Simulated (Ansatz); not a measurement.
Y:
```
CELL_PARAMETERS angstrom
      3.54326     0.00000     0.00000
     -1.77163     3.06855     0.00000
      0.00000     0.00000     5.50453
ATOMIC_POSITIONS crystal
  Y  0.33333 0.66667 0.75000
  Y  0.66667 0.33333 0.25000
```

Relaxed with LDA. Special points in fractions of this cell's reciprocal vectors: Γ (0.000, 0.000, 0.000); M (0.500, 0.000, 0.000); K (0.333, 0.333, 0.000); A (0.000, 0.000, 0.500); L (0.500, 0.000, 0.500); H (0.333, 0.333, 0.500).

### Question
List the band energies nearest the Fermi level at these points for plane-wave PAW LDA (Ansatz code).

### Answer
In eV from the Fermi level; about four levels below and three above (degenerate sets whole), none deeper than 8.9 eV; points with the same levels are listed once.

| k | below | above |
|---|---|---|
| Γ | -4.78 -2.00 | 1.33 1.76 1.76 |
| M | -1.71 -1.38 -0.95 | 0.08 1.42 1.58 |
| K | -0.91 -0.65 -0.65 -0.42 | 1.15 1.15 2.53 |
| A | -3.21 -3.21 | 1.02 1.02 1.65 1.65 1.65 1.65 |
| L | -1.80 -1.80 | 0.05 0.05 1.68 1.68 |
| H | -0.46 -0.46 -0.41 -0.41 | 0.56 0.56 2.90 2.90 |

Space group P6_3/mmc (hcp (Mg type)). The cell was relaxed with LDA under the symmetry of its start. No spin polarisation was allowed. Spin–orbit coupling is left out wherever it is not named.

Potentials: the later of the program's two PAW sets.
